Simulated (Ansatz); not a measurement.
K₂LiRhF₆:
```yaml
crystal:
  lattice:
    - [0.00000, 4.01223, 4.01223]
    - [4.01223, 0.00000, 4.01223]
    - [4.01223, 4.01223, 0.00000]
  atoms:
    - { symbol: K, position: [0.75000, 0.75000, 0.75000] }
    - { symbol: K, position: [0.25000, 0.25000, 0.25000] }
    - { symbol: Li, position: [0.50000, 0.50000, 0.50000] }
    - { symbol: Rh, position: [0.00000, 0.00000, 0.00000] }
    - { symbol: F, position: [0.75353, 0.24647, 0.24647] }
    - { symbol: F, position: [0.24647, 0.75353, 0.75353] }
    - { symbol: F, position: [0.24647, 0.75353, 0.24647] }
    - { symbol: F, position: [0.75353, 0.24647, 0.75353] }
    - { symbol: F, position: [0.24647, 0.24647, 0.75353] }
    - { symbol: F, position: [0.75353, 0.75353, 0.24647] }
```

The program Ansatz at the PBEsol level (PAW) gives a gap of 1.91 eV without spin–orbit coupling, maximum at X, minimum at X.

**Question.** What happens when spin–orbit coupling is switched on?

**Answer.** The gap decreases by 0.08 eV, to 1.83 eV; maximum at X, minimum at X.

**Question.** Give the electron effective mass with spin–orbit coupling.

**Answer.** 2.5, 2.5, 3.0 mₑ (principal values).

**Question.** Give the hole effective mass with spin–orbit coupling.

**Answer.** 3.7, 7.6, 7.6 mₑ (principal values).

Space group Fm-3m. The first step of the workflow began from a Materials Project structure, measured or hypothetical; the Crystallography Open Database copy checked does not list it. Its standing as an ambient phase is unchecked. Symmetry was held in the PBEsol relaxation; of distortions, only those at the zone centre were tested. No spin polarisation was allowed.

Potentials: the later of the program's two PAW sets.
